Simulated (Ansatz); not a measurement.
The relaxed structure here is a generated cell of Ru: the first start was made by placing the elements on the sites of a structure type, and the end was not matched to a known phase here, so it may be hypothetical. Known forms of Ru include space group No. 194.

A relaxed cell of Ru (I4/mmm (No. 139)), relaxed on a k-mesh at least as fine as the one used below. Calculation: PBEsol (plane waves to 420 eV, PAW, scalar-relativistic; Ansatz, an electronic-structure program). Γ-centred k-mesh 15×15×15 on the run's cell (coarser than for final values), Fermi–Dirac smearing 0.05 eV.

```xyz
2
Lattice="-3.1884 3.1884 2.7092 0.0000 0.0000 2.7092 1.5942 1.5942 -1.3546" Properties=species:S:1:pos:R:3 pbc="T T T"
Ru    -3.1884     3.1884     4.0638
Ru    -1.5942     1.5942     2.7092
```

The atoms are displaced along an unstable phonon of this cell by (Å):

```json
[
 {"atom": "Ru1", "ux": "-0.106", "uy": "-0.106", "uz": "0.000"},
 {"atom": "Ru2", "ux": "0.106", "uy": "0.106", "uz": "0.000"}
]
```

Problem. What forces (eV/Å) and pressure result?

Solution. 
| atom | Fx | Fy | Fz |
|---|---|---|---|
| Ru1 | -1.45 | -1.45 | 0.00 |
| Ru2 | 1.45 | 1.45 | 0.00 |

Pressure -4.1 GPa.

Problem. Estimate the energy cost of the displacement in the harmonic approximation and compare with the calculation.

Solution. For a harmonic well ΔE = −½ Σ F·u = -0.308 eV a cell, or -154 meV/atom. The calculated energy relative to the undisplaced cell is -0.22 eV/atom, so anharmonic terms matter at this amplitude.

The undisplaced cell is probably no minimum: from this displacement the run went on to P6₃/mmc (No. 194), 0.59 eV/atom below it.

No spin polarisation in the result. A magnetic state may lie lower.
